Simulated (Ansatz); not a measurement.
This cell of Pd (fcc, Cu type) is off equilibrium:

```yaml
crystal:
  lattice:
    - [3.94276, 0.00000, 0.00000]
    - [0.00000, 3.94276, 0.00000]
    - [0.00000, 0.00000, 3.94276]
  atoms:
    - { symbol: Pd, position: [0.00000, 0.00000, 0.00000] }
    - { symbol: Pd, position: [0.50000, 0.50000, 0.00000] }
    - { symbol: Pd, position: [0.50000, 0.00000, 0.50000] }
    - { symbol: Pd, position: [0.00000, 0.50000, 0.47159] }
```

Method: PBE (plane waves to 420 eV, PAW, scalar-relativistic; Ansatz, a program for electronic structure). k mesh 10×10×10 (Γ-centred), Fermi-Dirac smearing 0.05 eV. Energies are smeared free energies. Stress and pressure are positive under compression. With partly filled bands, energies and forces of such displacements shift with the k mesh and the smearing. Pd is run without spin polarisation. Pd was relaxed with its symmetry unable to fall.

**Question.** Predict the force on every atom, in eV/Å.

**Answer.** 
```
atom     Fx     Fy      Fz
----  -----  -----  ------
Pd1   0.000  0.000  -0.481
Pd2   0.000  0.000  -0.481
Pd3   0.000  0.000   0.004
Pd4   0.000  0.000   0.958
```

**Question.** What is the stress tensor (GPa)?

**Answer.** 
```
    0.5      0.0      0.0
    0.0      0.5      0.0
    0.0      0.0      0.6
```
The pressure, a third of the trace, is 0.6 GPa.

**Question.** In it atom 4 sits (0.000, 0.000, -0.112) Å away from its relaxed site. What is its energy relative to the relaxed cell?

**Answer.** 53 meV/cell.

(A displaced cell: forces are minus the slopes of the energy, force constants its curvatures, and phonons follow from these.)
